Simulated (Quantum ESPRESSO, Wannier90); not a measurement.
**Wannierisation of YSi (Cmcm)**

```xyz
4
Lattice="0.0000 0.0000 3.8337 -4.2866 0.0000 0.0000 2.1433 -5.2838 0.0000" Properties=species:S:1:pos:R:3 pbc="T T T"
Y      0.0000    -1.4861    -0.9584
Y      0.0000     1.4861     0.9584
Si    -2.1433     0.7981    -0.9584
Si     2.1433    -0.7981     0.9584
```

Materials Project entry mp-9972; symmetrised, unrelaxed at this level. Not found in the COD (Crystallography Open Database) copy used; not checked further. Level: LDA, no spin polarisation, no spin-orbit coupling; pw.x of Quantum ESPRESSO at 58 Ry with PseudoDojo potentials, 8×6×6 k-points, Wannier90. Density: 8×8×8 mesh, cold smearing 0.01 Ry.

A tight-binding model is made by disentanglement and projection with no localisation steps (num_iter = 0), so the 26 orbitals stay atom-like: hydrogen-like Y: s;p;d; Si: s;p, axes along x, y, z; frozen window up to 1.50 eV relative to the Fermi level. It follows pw.x to 5.4 meV rms for states up to 1.0 eV relative to the Fermi level. Matrix elements depend on this choice of orbitals and windows.

**Question.** What are the on-site energies relative to the Fermi level, and how fast do the hoppings decay?

**Answer.** 
| atom | orbitals | energy (eV) |
|---|---|---|
| Y1 | s | 4.18 |
| Y1 | pz | 8.58 |
| Y1 | px | 8.37 |
| Y1 | py | 8.66 |
| Y1 | dz2 | 3.12 |
| Y1 | dxz | 3.61 |
| Y1 | dyz | 3.49 |
| Y1 | dx2-y2 | 3.44 |
| Y1 | dxy | 3.21 |
| Y2 | s | 4.18 |
| Y2 | pz | 8.58 |
| Y2 | px | 8.37 |
| Y2 | py | 8.66 |
| Y2 | dz2 | 3.12 |
| Y2 | dxz | 3.61 |
| Y2 | dyz | 3.49 |
| Y2 | dx2-y2 | 3.44 |
| Y2 | dxy | 3.21 |
| Si3 | s | -4.57 |
| Si3 | pz | 2.61 |
| Si3 | px | 2.38 |
| Si3 | py | 2.47 |
| Si4 | s | -4.57 |
| Si4 | pz | 2.61 |
| Si4 | px | 2.38 |
| Si4 | py | 2.47 |

| distance of the centres (Å) | largest modulus (eV) |
|---|---|
| 2–3 | 1.9 |
| 3–4 | 2.0 |
| 4–5 | 0.68 |
| 5–6 | 0.31 |
| 6–7 | 0.16 |
| 7–8 | 0.13 |
| 8–9 | 0.13 |
| 9–10 | 0.032 |
| 10–11 | 0.031 |
